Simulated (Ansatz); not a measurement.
V2InC:
Space group P6₃/mmc (No. 194); a = b = 3.006 Å, c = 13.531 Å, α = β = 90.00°, γ = 120.00°

```tsv
atom	site	symmetry	x	y	z
V	4f	3m.	0.3333	0.6667	0.0776
In	2d	-6m2	0.6667	0.3333	0.2500
C	2a	-3m.	0.0000	0.0000	0.0000
```

Relaxed with r²SCAN.

Q: Tabulate the valence density and the electron localisation function along the shortest V–C contact (2.03 Å), DFT-r²SCAN in the program Ansatz with PAW potentials.

A: 

| distance from V (Å) | density (e/Å³) | ELF |
|---|---|---|
| 0.20 | 14.17 | 0.72 |
| 0.30 | 11.49 | 0.75 |
| 0.41 | 8.47 | 0.75 |
| 0.51 | 5.66 | 0.71 |
| 0.61 | 3.43 | 0.60 |
| 0.71 | 1.94 | 0.42 |
| 0.81 | 1.10 | 0.25 |
| 0.91 | 0.74 | 0.19 |
| 1.01 | 0.65 | 0.25 |
| 1.12 | 0.69 | 0.45 |
| 1.22 | 0.80 | 0.65 |
| 1.32 | 0.98 | 0.75 |
| 1.42 | 1.20 | 0.75 |
| 1.52 | 1.43 | 0.69 |
| 1.62 | 1.62 | 0.54 |
| 1.72 | 1.72 | 0.31 |
| 1.83 | 1.71 | 0.11 |

The density is the valence pseudo-density with augmentation charge, so density and ELF within about 1 Å of a nucleus are not all-electron values.

Space group P6_3/mmc. The first step of the workflow began from a Materials Project structure, measured or hypothetical; the Crystallography Open Database copy checked does not list it. Whether it is the stable phase at ambient conditions was not checked. Symmetry was held in the r²SCAN relaxation; its stability against distortions is not shown here. The run is not spin-polarised.

Potentials: the later of the program's two PAW sets.
